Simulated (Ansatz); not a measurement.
This LiB8 structure is the end of a relaxation. The cell was found from a structure generator's guess, not taken from experiment.

The calculation used Ansatz, DFT PBE+D3(BJ), scalar-relativistic, plane waves, PAW. Cutoff 420 eV, Γ-centred mesh, Gaussian smearing, no spin polarisation.

```yaml
crystal:
  lattice:
    - [5.82888, 0.00000, 0.00000]
    - [-2.91444, 5.04796, 0.00000]
    - [0.00000, 0.00000, 1.95996]
  atoms:
    - { symbol: Li, position: [0.00000, 0.00000, 0.50000] }
    - { symbol: B, position: [0.63607, 0.81803, 0.00000] }
    - { symbol: B, position: [0.66667, 0.33333, 0.50000] }
    - { symbol: B, position: [0.18197, 0.81803, 0.00000] }
    - { symbol: B, position: [0.18197, 0.36393, 0.00000] }
    - { symbol: B, position: [0.81803, 0.63607, 0.00000] }
    - { symbol: B, position: [0.81803, 0.18197, 0.00000] }
    - { symbol: B, position: [0.33333, 0.66667, 0.50000] }
    - { symbol: B, position: [0.36393, 0.18197, 0.00000] }
```

The zero of energy is the elements' standard structures at the same level; no fitted shifts are applied.

Problem. Find its symmetry and describe it.

Solution. P6/mmm (No. 191). Conventional cell: a = 5.829 Å, c = 1.960 Å. Around Li lie 2 Li at 1.96 Å and 12 B at 2.08 Å; around B on a site of symmetry mm2 lie 4 B at 1.82–1.84 Å, 2 B at 1.96 Å and 2 Li at 2.08 Å; B on a site of symmetry -6m2 is surrounded by 6 B at 1.82 Å and 2 B at 1.96 Å.

Problem. How far does it lie from the elements in energy?

Solution. +0.33 eV/atom. The separate elements lie lower, so it is unstable against them.

Problem. Is it a metal?

Solution. Yes, bands cross the Fermi level on the 9×9×18 mesh.

The last run used a 9×9×18 mesh (in the run's order of axes) for its 9-atom cell and Gaussian smearing of 0.10 eV. The cell is a metal run without spin; a magnetic state may lie lower. Symmetry constrained the relaxation, so the result can be a saddle point.
